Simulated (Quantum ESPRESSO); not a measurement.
# Where does N sit best among O sites?

Calculated results; nothing here was measured. They come from pw.x of Quantum ESPRESSO 7.5, a plane-wave density functional program, with PseudoDojo standard norm-conserving files (v0.5 for PBE, v0.4.1 for LDA and PBEsol). The cells are made up: elements, strain and atom displacements were drawn at random, and nothing was relaxed. There is no spin polarisation, spin-orbit coupling or dispersion term.

The hafnium file is less sure than the others, with forces about 3 percent (worst 6) and pressure in oxides about 1.5 GPa (worst 2.7) from a second method in checks, which no rerun with the same files tests.

The cell has 12 sites of a rutile lattice (two cells along c). Sites 1 to 4 hold Nb Hf Hf Hf; sites 5 to 12 hold X O X X O O O X. Cell vectors in Å: (4.800, 0.005, -0.019); (0.005, 4.891, 0.012); (-0.026, 0.016, 6.488). Settings: PBE, cutoff 1143 eV, 5 x 5 x 4 k mesh shifted by half a step, Fermi-Dirac smearing of 0.025 eV.

In each run one of the sites marked X holds N and the others hold O; cell and positions stay the same. E is the free energy of the cell.

| site of the guest | first shell | mean distance (Å) | E above the lowest (eV) | P (GPa) | force on the guest (eV/Å) |
| --- | --- | --- | --- | --- | --- |
| 5 | Hf2Nb | 2.193 | 1.012 | 1.99 | 2.616 |
| 7 | Hf2Nb | 2.155 | 0.985 | 1.72 | 0.422 |
| 8 | Hf2Nb | 2.093 | 0.238 | 1.68 | 0.845 |
| 12 | Hf2Nb | 2.038 | 0.000 | 1.65 | 2.918 |

A rerun of one of these cells at 1467 eV and k mesh 7 x 7 x 6 moved values by no more than 0.004 eV in the cell's energy, 0.03 GPa in stress and 0.003 eV/Å in force.

## Reading the table

Site 12 is lowest, by 0.238 eV, over three times the rerun's bound. A straight line of energy against the mean distance has a slope of 7.3 ± 1.4 eV/Å, so the guest costs less on the tighter sites. The positions are random and not relaxed, so the differences hold for this frozen cell and are not site preferences of a real crystal.